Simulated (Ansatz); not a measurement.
B₂Ir:
```cif
data_B2Ir
_chemical_formula_sum 'Ir1 B2'
_space_group_name_H-M_alt 'P 1'
_space_group_IT_number 1
_cell_length_a 3.09604
_cell_length_b 3.09604
_cell_length_c 3.22631
_cell_angle_alpha 90.000
_cell_angle_beta 90.000
_cell_angle_gamma 120.000
loop_
_space_group_symop_operation_xyz
  'x, y, z'
loop_
_atom_site_label
_atom_site_type_symbol
_atom_site_fract_x
_atom_site_fract_y
_atom_site_fract_z
_atom_site_occupancy
Ir1 Ir 0.00000 0.00000 0.00000 1
B1 B 0.33333 0.66667 0.50000 1
B2 B 0.66667 0.33333 0.50000 1
```

This is the r²SCAN-relaxed structure.

### Question
All from DFT-r²SCAN in the program Ansatz with PAW potentials, unless another level is named. Give the electronic character.

### Answer
metallic (no gap).

### Question
Give the density of states at the Fermi level.

### Answer
0.33 states/eV per atom (mean over ±0.08 eV).

### Question
What about the formation energy from the elements (no fitted shifts)?

### Answer
0.54 eV/atom.

### Question
And the gap with spin–orbit coupling?

### Answer
none (metallic).

Space group P6/mmm. The cell is a constructed one: a structure type filled with these elements; neither database checked (COD, Materials Project) lists it. Whether it is the stable phase at ambient conditions was not checked. Symmetry was held in the r²SCAN relaxation. At this level the phase is mechanically unstable. The run is not spin-polarised. The references are the lowest solids computed at this level, not always the standard phases. Scalar-relativistic: spin–orbit coupling is off unless named, which matters more the heavier the elements.

Potentials: the earlier of the program's two PAW sets.
